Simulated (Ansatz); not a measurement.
## Band structure of SrTl

```yaml
crystal:
  lattice:
    - [4.03200, 0.00000, 0.00000]
    - [0.00000, 4.03200, 0.00000]
    - [0.00000, 0.00000, 4.03200]
  atoms:
    - { symbol: Sr, position: [0.00000, 0.00000, 0.00000] }
    - { symbol: Tl, position: [0.50000, 0.50000, 0.50000] }
```

Atoms are numbered in the order listed.

The conventional cell has a = 4.032 Å, b = 4.032 Å, c = 4.032 Å, α = 90.00°, β = 90.00°, γ = 90.00°. Sr (atom 1) has 8 Tl at 3.49 Å as nearest neighbours. Around Tl (atom 2) lie 8 Sr at 3.49 Å.

The cell is COD entry 1540774, as deposited and not checked against the literature; nothing was relaxed. It is an old determination, and later ones may differ.

Spin–orbit coupling is left out, though it moves levels of the heavy atoms by tenths of an eV or more.

Computed with DFT, LDA, all-electron LAPW, scalar-relativistic (Ansatz 0.2.0).

Settings: a Γ-centred 8×8×8 k mesh, Fermi–Dirac smearing of 0.05 eV, basis error target 0.5 meV/atom, no spin polarisation.

Points in fractions of the reciprocal vectors of this cell: Γ (0, 0, 0), X (0, 0.5, 0), M (0.5, 0.5, 0), R (0.5, 0.5, 0.5). The path joins them by straight lines in the order Γ–X–M–Γ–R–X–R–M; legs that retrace an earlier one aren't tabulated. Energies are in eV from the Fermi level.

**Question.** Is there a gap?

**Answer.** none: with an odd electron count and no spin polarisation the bands can't all be full, a metal in this set-up (spin order or a larger cell could open a gap).

**Question.** List the levels between -14 and 4.5 eV at the symmetry points.

**Answer.** 
Γ: -11.40 (×2), -11.28 (×3), -7.92, 1.24 (×2), 2.86 (×3), 4.32
X: -11.38, -11.30 (×2), -11.27, -11.24, -6.41, -2.98, 1.59 (×2), 1.60
M: -11.40, -11.33 (×2), -11.32, -11.15, -6.02, -0.79 (×2), 0.95, 3.71 (×2)
R: -11.33 (×3), -11.14 (×2), -4.77, -1.44 (×3), 4.40 (×3)
